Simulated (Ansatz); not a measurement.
LaPt$_{3}$:
```yaml
crystal:
  lattice:
    - [4.21386, 0.00000, 0.00000]
    - [0.00000, 4.21386, 0.00000]
    - [0.00000, 0.00000, 4.21386]
  atoms:
    - { symbol: Pt, position: [0.00000, 0.50000, 0.50000] }
    - { symbol: Pt, position: [0.50000, 0.00000, 0.50000] }
    - { symbol: Pt, position: [0.50000, 0.50000, 0.00000] }
    - { symbol: La, position: [0.00000, 0.00000, 0.00000] }
```

This is the r²SCAN-relaxed structure.

Q: All from r²SCAN in the plane-wave PAW code Ansatz, unless another level is named. Give the formation energy from the elements (no fitted shifts).

A: -0.89 eV/atom.

Q: Next, the density of states at the Fermi level?

A: 0.57 states/eV per atom (mean over ±0.08 eV).

Space group Pm-3m (Cu3Au type). The workflow started from an entry of the Crystallography Open Database (COD). Whether it is the stable phase at ambient conditions was not checked. The r²SCAN relaxation kept the symmetry of its start; its stability against distortions is not shown here. The run is not spin-polarised. The references are the lowest solids computed at this level, not always the standard phases. Scalar-relativistic: spin–orbit coupling is off unless named, which matters more the heavier the elements.

Potentials: the later of the program's two PAW sets.
